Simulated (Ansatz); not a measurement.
## Stability checks on a candidate for Cs2Cd

The structure comes from a generated guess, relaxed at this level; another structure or a mixture of phases may lie lower.

All numbers below come from Ansatz, DFT PBE, scalar-relativistic, plane waves, PAW. Plane waves to 420 eV, an 8×8×8 mesh through Γ for the 3-atom cell and 0.10 eV Gaussian smearing; no spin polarisation.

```cif
data_structure
_symmetry_space_group_name_H-M 'P 1'
_symmetry_Int_Tables_number 1
_cell_length_a 6.7650
_cell_length_b 6.7650
_cell_length_c 6.7650
_cell_angle_alpha 60.000
_cell_angle_beta 60.000
_cell_angle_gamma 60.000
_cell_volume 218.92
loop_
_atom_site_label
_atom_site_type_symbol
_atom_site_fract_x
_atom_site_fract_y
_atom_site_fract_z
_atom_site_occupancy
Cs1 Cs 0.25000 0.25000 0.25000 1
Cs2 Cs 0.75000 0.75000 0.75000 1
Cd1 Cd 0.50000 0.50000 0.50000 1
```

The zero of energy is the elements' standard structures at the same level; no fitted shifts are applied.

Question: These tests were run: energy against the elements; phonons at Γ; elastic tensor. What do they show?

Answer:

```tsv
test	result
energy against the elements	+0.01 eV/atom
phonons at Γ	lowest optical mode 43 cm⁻¹
elastic tensor	least eigenvalue 1 GPa
```

It fails none of these tests outright. Other phases of the system weren't compared here, so this isn't yet thermodynamic stability. Phonons away from Γ weren't computed. Undecided within the accuracy: energy against the elements and elastic tensor.

The k mesh leaves some 4 meV/atom of noise in the energy of each metallic cell. The run for the phonons used an 8×8×8 k mesh and Fermi–Dirac smearing of 0.15 eV. The run for the elastic tensor used an 8×8×8 k mesh and Fermi–Dirac smearing of 0.15 eV.
